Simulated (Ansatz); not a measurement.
**Al₃Pd₂, first-principles data**

Al3Pd2:
```xyz
5
Lattice="4.2078 0.0000 0.0000 -2.1039 3.6441 0.0000 0.0000 0.0000 5.1453" Properties=species:S:1:pos:R:3 pbc="T T T"
Al     0.0000     0.0000     0.0000
Al     0.0000     2.4294     3.3202
Al     2.1039     1.2147     1.8251
Pd     0.0000     2.4294     0.8003
Pd     2.1039     1.2147     4.3450
```

Space group P-3m1 (No. 164), La2O3 or Ni2Al3 type; conventional cell a = b = 4.2078 Å, c = 5.1453 Å, α = β = 90.00°, γ = 120.00°.

Method: DFT-PBEsol in the program Ansatz with PAW potentials. The cell and atoms are relaxed at this level. Other levels are named where they apply.

**Cell and energy**

| Property | Value |
|---|---|
| Volume per atom | 15.78 Å³ |
| Density | 6.18 g/cm³ |
| Formation energy from the elements (no fitted shifts) | -0.79 eV/atom |

**Electronic structure**

| Quantity | Value |
|---|---|
| Electronic character | metallic (no gap) |
| Density of states at the Fermi level | 0.24 states/eV per atom (mean over ±0.08 eV) |
| Gap with spin–orbit coupling | none (metallic) |

**Mechanics**

| Property | Result |
|---|---|
| Bulk modulus (Birch–Murnaghan fit) | 140 GPa |
| Pressure derivative B′ | 4.6 |
| Elastic constants (relaxed ions, GPa) | C11 = 227, C12 = 97.0, C13 = 84.2, C14 = -6.4, C33 = 279, C44 = 67.8 |
| Mechanical stability | stable (all eigenvalues of C positive) |
| Hill bulk and shear moduli | 140 and 70.5 GPa |
| Young's modulus | 181 GPa |
| Poisson's ratio | 0.28 |
| Debye temperature from the elastic constants | 447 K |

**Phonons**

| Quantity | Value |
|---|---|
| Highest zone-centre frequency | 42.2 meV |
| Zone-centre stability | no imaginary mode at Γ |

The first step of the workflow began from a Materials Project structure, measured or hypothetical; the Crystallography Open Database copy checked does not list it. Its standing as an ambient phase is unchecked. The PBEsol relaxation kept the symmetry of its start. No spin polarisation was allowed. As this level gives no gap, shear constants depend on the k-mesh and smearing (Fermi–Dirac, 0.1 eV here). As this level gives no gap, phonon frequencies hold no LO–TO term and depend on the k-mesh and smearing (Fermi–Dirac, 0.1 eV here). Axis ratios of metals converge slowly with the k-mesh, so a and c are less sure than the volume. The references are the lowest solids computed at this level, not always the standard phases. Scalar-relativistic: spin–orbit coupling is off unless named, which matters more the heavier the elements.

Potentials: the later of the program's two PAW sets.
